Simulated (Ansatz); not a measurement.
Relaxed-ion elastic tensor of Rh (simple cubic, Pm-3m) in GPa (Voigt order), the program Ansatz at the r²SCAN level (PAW); density 10.77 g/cm³, 15.86 Å³ per atom.

|  | 1 | 2 | 3 | 4 | 5 | 6 |
|---|---|---|---|---|---|---|
| 1 | 400 | 104 | 104 | 0.0 | 0.0 | 0.0 |
| 2 | 104 | 400 | 104 | 0.0 | 0.0 | 0.0 |
| 3 | 104 | 104 | 400 | 0.0 | 0.0 | 0.0 |
| 4 | 0.0 | 0.0 | 0.0 | 17.6 | 0.0 | 0.0 |
| 5 | 0.0 | 0.0 | 0.0 | 0.0 | 17.6 | 0.0 |
| 6 | 0.0 | 0.0 | 0.0 | 0.0 | 0.0 | 17.6 |

Task: Is the crystal mechanically stable?

Result: Yes: the smallest eigenvalue of C is 17.6 GPa.

Task: Work out the Voigt, Reuss and Hill averages.

Result: K_V = 203, K_R = 203, K_H = 203; G_V = 69.9, G_R = 27.2, G_H = 48.5 GPa.

Task: Give Young's modulus, Poisson's ratio, Pugh's ratio and the universal anisotropy index.

Result: E = 9KG/(3K + G) = 135 GPa; ν = 0.39; K/G = 4.17 (ductile by the Pugh limit of 1.75); A_U = 5G_V/G_R + K_V/K_R − 6 = 7.87.

Task: Estimate the sound speeds and the Debye temperature.

Result: v_l = √((K + 4G/3)/ρ) = 4980 m/s, v_t = √(G/ρ) = 2120 m/s, mean 2400 m/s; Θ = (h/k)(3n/4πV)^(1/3) v_m = 284 K.

Task: Give the Zener ratio and Young's modulus along [100], [110] and [111].

Result: A = 2C44/(C11 − C12) = 0.12; 1/E = S11 − 2(S11 − S12 − S44/2)Γ with Γ = 0, 1/4, 1/3 gives 358, 65.2, 51.3 GPa.

Task: Solve the Christoffel equation for the three sound speeds along [100], [110], [111].

Result: Eigenvalues of C_ijkl n_j n_l equal ρv². In km/s, slowest first: [100] 1.28, 1.28, 6.10; [110] 1.28, 3.71, 5.00; [111] 3.12, 3.12, 4.58.

A made-up cell: these elements were put on the sites of a structure type; neither database checked (COD, Materials Project) lists it. It is not the phase usual at ambient conditions (space group No. 225). Symmetry was held in the r²SCAN relaxation; whether a distortion lowers the energy is not shown. The run is not spin-polarised. As this level gives no gap, shear constants depend on the k-mesh and smearing (Fermi–Dirac, 0.1 eV here).

Potentials: the later of the program's two PAW sets.
